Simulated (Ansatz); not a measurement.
Li$_{2}$Ca (cubic Laves (MgCu2 type), Fd-3m), the program Ansatz at the r²SCAN level (PAW), all energies at zero smearing, with the estimated change up to a 700 eV cutoff added, with one set of potentials and settings (totals compare only within such a set). Cell of 6 atoms (4 Li, 2 Ca): -4464.024 eV.

```csv
element,reference phase,E (eV/atom)
Li,"Fm-3m, 1 atoms in the cell",-205.1371
Ca,"Fm-3m, 1 atoms in the cell",-1821.6752
```

Formation energy per atom, worked out: (-4464.024 − 4×(-205.1371) − 2×(-1821.6752))/6 = -0.021 eV/atom (-2 kJ per mol of atoms), at 0 K, without zero-point energy or fitted corrections.

The workflow started from an entry of the Crystallography Open Database (COD), which files this formula under 2 space groups. Its standing as an ambient phase is unchecked. The r²SCAN relaxation kept the symmetry of its start; its stability against distortions is not shown here. The references are the lowest solids computed at this level, not always the standard phases.

Potentials: the later of the program's two PAW sets.
